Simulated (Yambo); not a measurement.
G0W0@PBEsol for BaHI (space group P4/nmm, No. 129) in Yambo. Reference settings: 2×2×2 Γ-centred k mesh, 243 bands and a 7 Ry block in the screening, 243 bands in G with the Bruneval-Gonze terminator, plasmon pole fitted at 27.2 eV. The PBEsol gap Z → Z on this mesh is 2.66 eV; G0W0 gaps are taken between the same points.

The settings were changed. The gap went from 4.13 eV to 3.94 eV, and the shift of the valence edge from -1.02 eV to -0.80 eV.

Name the change that produced these shifts.
A) 152 bands in G
B) 6 Ry block
C) 85 bands in G
D) 3 Ry block

D, 3 Ry block. The others gave (gap, valence shift): 85 bands in G: 4.09, -0.89 eV; 152 bands in G: 4.12, -0.99 eV; 6 Ry block: 4.10, -0.98 eV.

Spin-orbit coupling is not included.

Geometry of the Materials Project entry, not relaxed at this level; primitive cell a = b = 4.7758 Å, c = 7.8002 Å, α = β = γ = 90.00°.

A shift is the quasiparticle energy of the state minus its PBEsol energy.
